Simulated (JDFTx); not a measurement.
An input for JDFTx (a modified build) (C5H9NO (SMILES CN1CCCC1=O), charge 0, multiplicity 1; bohr, hartree):

```
lattice \
  18.8972612463 0.0000000000 0.0000000000 \
  0.0000000000 17.4799666528 0.0000000000 \
  0.0000000000 0.0000000000 14.1729459347
coords-type Cartesian
ion C -3.7896891660 -0.3327840206 -0.0157970007 0
ion N -1.0788039277 -0.2599594877 -0.0353675854 0
ion C 0.4097075517 -2.5235332924 -0.3429861713 0
ion C 3.0994025064 -1.6560040007 0.2920337770 0
ion C 3.0536166366 1.1724782950 -0.2843762660 0
ion C 0.2813220683 1.8991724643 -0.0290817644 0
ion O -0.5830702574 4.0109236558 0.1289391044 0
ion H -4.4739364062 -1.4675745492 1.5679755828 0
ion H -4.5171850747 -1.1322370065 -1.7774077323 0
ion H -4.4609527629 1.6020259380 0.1844624390 0
ion H 0.2708355598 -3.2197096390 -2.2949024188 0
ion H -0.2671887170 -4.0109236558 0.9227658025 0
ion H 3.4767374552 -1.9589844260 2.2949024188 0
ion H 4.5171850747 -2.6716289484 -0.7971093015 0
ion H 4.2278844042 2.2936038949 0.9766469217 0
ion H 3.6338352886 1.5714316516 -2.2239232149 0
ion-species pseudo/c_pbe_v1.2.upf
ion-species pseudo/n_pbe_v1.2.upf
ion-species pseudo/o_pbe_v1.2.upf
ion-species pseudo/h_pbe_v1.4.upf
elec-cutoff 20 100
elec-ex-corr gga-PBE
symmetries none
coulomb-interaction Isolated
coulomb-truncation-embed 0 0 0
elec-n-bands 20
electronic-minimize nIterations 150 energyDiffThreshold 1e-7
dump-name s0.$VAR
dump End State Ecomponents EigStats BandEigs Forces ElecDensity IonicPositions
```

### Question
What happens when this is run, and what should be changed?

### Answer
It stops during set-up with
```
Atom 7 lies within the margin of 5 bohrs from the truncation boundary.
Expand unit cell, or if absolutely sure, reduce coulomb-truncation-ion-margin.
Failed.
```
The box is too small for the truncated Coulomb interaction: enlarge the cell, or lower coulomb-truncation-ion-margin if the density is known to be confined.
